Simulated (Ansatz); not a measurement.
Ansatz input

```yaml
crystal:
  lattice:
    - [2.9709638712, 0.0, 0.0]
    - [-1.4854819356, 2.5729301862, 0.0]
    - [0.0, 0.0, 5.494498686]
  atoms:
    - { symbol: Nb, position: [0.3333333333, 0.6666666667, 0.25] }
    - { symbol: Nb, position: [0.6666666667, 0.3333333333, 0.75] }
hamiltonian:
  xc: blyp
  pseudopotentials:
    kind: paw
    azcp:
      Nb: "pseudopotentials/Nb.paw.azcp"
basis:
  ecutwfc: 420
  fft_grid_basis: typed
kpoints:
  mp_grid: { grid: [14, 14, 7], shift: [0, 0, 0] }
magnetization:
  spin_polarized: false
scf:
  occupations: { method: fermi_dirac, width: 0.1 }
  lower_state_search: "off"
output:
  stress: true
```

and its output:

```
Engine: ansatz 0.2.0, aarch64-unknown-linux-gnu
Pseudopotentials: kind: paw
Pseudopotential: Nb, paw, valence charge 13, recommended cutoff 420 eV (normal) 
Functional definition: BLYP
  parameter beta = 0.0042
  parameter a = 0.04918
  parameter b = 0.132
  parameter c = 0.2533
  parameter d = 0.349
  exchange = b88_x(beta = beta)
  correlation = lyp_c(a = a, b = b, c = c, d = d)
Crystal: 2 atoms, lattice volume = 42.000 Å³
Basis set: ecut = 420 eV, 823 PW (Γ), exchange–correlation on 40×40×80 points (8 copies of the dense FFT grid, shifted against one another)
Bands: 17, of which v1, the nominal top of the filled ones, is band 13 counted from 1 (12 counted from 0)
Symmetry: 24 space group operations
Space group: P63/mmc (ITA 194), of the structure as read, at distance tolerance 3.5e-5 Å
k-points: 96 of 1372
Non-local potential: Nb, projectors of the file, l = 0: 3, l = 1: 2, l = 2: 2, l = 3: 1
PAW form: soft (Blöchl's): semilocal exchange-correlation on the pseudo side does not see the compensation charge
PAW frozen core: Nb, regenerated for the run's functional, and the local potential with it (the file was generated under x = pbe(κ = 0.804, μ = 0.2195149727645171), c = pbe(β = 0.06672455060314922))
PAW one-centre angular grid: Nb, 590 points (default); XC on 64 Gauss nodes
Initial density: superposition of atomic densities (neutral atoms: chi_scale 0, normalization atom), corrected by the library's trained network
Initial wavefunctions: pseudopotential atomic-orbital guess
Functional: x = b88, c = lyp
SCF iter   1: F=—  HF=-9129.656413 eV  |F-HF|=—  |Δ(HF+E_count)|=         —  Δρ=1.07e-2  dr2=6.48e-2  ethr=1.77e-3  ⟨swp⟩=5.1  Hψ=7356  notcnv=0
SCF iter   2: F=—  HF=-9129.643744 eV  |F-HF|=—  |Δ(HF+E_count)|=   1.27e-2  Δρ=6.16e-3  dr2=2.17e-2  ethr=2.49e-4  ⟨swp⟩=1.0  Hψ=2402  notcnv=0
SCF iter   3: F=—  HF=-9129.638951 eV  |F-HF|=—  |Δ(HF+E_count)|=   4.79e-3  Δρ=1.22e-3  dr2=5.98e-4  ethr=8.35e-5  ⟨swp⟩=3.0  Hψ=3122  notcnv=0
SCF iter   4: F=—  HF=-9129.639054 eV  |F-HF|=—  |Δ(HF+E_count)|=   1.03e-4  Δρ=2.16e-4  dr2=1.84e-5  ethr=2.30e-6  ⟨swp⟩=2.1  Hψ=2127  notcnv=0
SCF iter   5: F=—  HF=-9129.639068 eV  |F-HF|=—  |Δ(HF+E_count)|=   1.37e-5  Δρ=4.63e-5  dr2=6.76e-7  ethr=7.09e-8  ⟨swp⟩=2.0  Hψ=2094  notcnv=0
SCF iter   6: F=-9129.639069 eV  HF=-9129.639069 eV  |F-HF|=2.80e-8  |Δ(HF+E_count)|=   8.30e-7  Δρ=9.35e-6  dr2=2.93e-8  ethr=3.85e-10  ⟨swp⟩=4.0  Hψ=5484  notcnv=0
SCF 1 converged in 6 iterations: F = -9129.639069 eV  dr2 = 2.93e-8
SCF converged after 6 iterations
Free energy (F): -9129.639069 eV
Harris-Foulkes:  -9129.639069 eV  (|F-HF|=2.80e-8)
Internal energy: -9129.531478 eV  (E = F + TS)
E sigma→0 (E₀):  -9129.585273 eV
Entropy (-TS):   -0.107591 eV (-53.795 meV/atom)
Fermi energy:    15.654770 eV
--- Per-component energies (eV) ---
  E_band       = -199.923724
  E_kinetic    = 782.809992
  E_local      = -1586.815697  (includes V_loc(G=0)·N_el)
  E_nonlocal   = 240.590946
  E_hartree    = 495.807489
  E_xc         = -342.032781
  E_vxc        = -413.732689  (∫ρ·V_xc dr)
  E_paw        = -6178.765628  (= ΣΔE_a)
  E_vpaw       = -214.394751  (= ΣTr[D̂ρ^β])
  E_aug_tail   = 0.000019  (compensation charges beyond the density's cutoff)
  E_ewald      = -2541.299425
  E_core_change = 0.173607  (= ΣΔE_core)
  E_smearing   = -0.107591  (= −TS)
  E_closure    = -0.000000  (closes the sum)
  Σ components = -9129.639069   (vs F -9129.639069, Δ=0.00e0)
--- Stress (GPa, compression-positive) ---
      -10.412835       0.000000       0.000000
       -0.000000     -10.412835       0.000000
        0.000000       0.000000      -8.678919
  P = ⅓ Tr σ = -9.8349 GPa (-98.349 kbar)
```
